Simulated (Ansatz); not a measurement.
RbBr:
```cif
data_BrRb
_chemical_formula_sum 'Rb1 Br1'
_space_group_name_H-M_alt 'Pm-3m'
_space_group_IT_number 221
_space_group_name_Hall '-P 4 2 3'
_cell_length_a 4.12798
_cell_length_b 4.12798
_cell_length_c 4.12798
_cell_angle_alpha 90.000
_cell_angle_beta 90.000
_cell_angle_gamma 90.000
loop_
_atom_site_label
_atom_site_type_symbol
_atom_site_symmetry_multiplicity
_atom_site_Wyckoff_symbol
_atom_site_fract_x
_atom_site_fract_y
_atom_site_fract_z
_atom_site_occupancy
Rb1 Rb 1 a 0.00000 0.00000 0.00000 1
Br1 Br 1 b 0.50000 0.50000 0.50000 1
```

Relaxed with r²SCAN.

### Question
Tabulate the valence density and the electron localisation function along the shortest Rb–Br contact (3.57 Å), r²SCAN (plane waves, PAW; program Ansatz).

### Answer


```csv
distance from Rb (Å),density (e/Å³),ELF
0.36,1.93,0.42
0.54,2.11,0.77
0.71,1.60,0.87
0.89,0.92,0.87
1.07,0.44,0.79
1.25,0.20,0.51
1.43,0.09,0.11
1.61,0.06,0.03
1.79,0.06,0.06
1.97,0.09,0.31
2.14,0.15,0.66
2.32,0.27,0.80
2.50,0.49,0.86
2.68,0.82,0.89
2.86,1.13,0.83
3.04,1.11,0.50
3.22,0.68,0.05
```

The density is the valence pseudo-density with augmentation charge, so density and ELF within about 1 Å of a nucleus are not all-electron values.

The workflow started from a Materials Project entry (that database holds measured and hypothetical structures alike); the Crystallography Open Database copy checked does not list it. COD files the formula under space group No. 225. Whether it is the stable phase at ambient conditions was not checked. The r²SCAN relaxation kept the symmetry of its start; whether a distortion lowers the energy is not shown.

Potentials: the later of the program's two PAW sets.
